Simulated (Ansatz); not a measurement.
Ca:
```yaml
crystal:
  lattice:
    - [3.85267, 0.00000, 0.00000]
    - [-1.92634, 3.33651, 0.00000]
    - [0.00000, 0.00000, 6.34247]
  atoms:
    - { symbol: Ca, position: [0.66667, 0.33333, 0.75000] }
    - { symbol: Ca, position: [0.33333, 0.66667, 0.25000] }
```

Relaxed with PBEsol. Special points in fractions of this cell's reciprocal vectors: Γ (0.000, 0.000, 0.000); M (0.500, 0.000, 0.000); K (0.333, 0.333, 0.000); A (0.000, 0.000, 0.500); L (0.500, 0.000, 0.500); H (0.333, 0.333, 0.500).

Problem. List the band energies nearest the Fermi level at these points for PBEsol (plane waves, PAW; program Ansatz).

Solution. In eV from the Fermi level; about four levels below and three above (degenerate sets whole), none deeper than 8.9 eV; points with the same levels are listed once.

| k | below | above |
|---|---|---|
| Γ | -4.16 -1.11 -0.23 | 2.26 2.30 2.30 |
| M | -1.15 -0.71 | 0.16 0.33 1.36 |
| K | -0.26 -0.26 -0.22 | 0.52 1.43 1.43 |
| A | -3.12 -3.12 | 1.36 1.36 2.29 2.29 2.29 2.29 |
| L | -0.74 -0.74 | 0.10 0.10 1.43 1.43 |
| H | – | 0.11 0.11 0.37 0.37 |

Space group P6_3/mmc (hcp (Mg type)). The workflow started from a Materials Project entry (that database holds measured and hypothetical structures alike); the Crystallography Open Database files this formula in space group No. 194, but the cells were not matched. It is not the phase usual at ambient conditions (space group No. 225). The PBEsol relaxation kept the symmetry of its start; its stability against distortions is not shown here.

Potentials: the later of the program's two PAW sets.
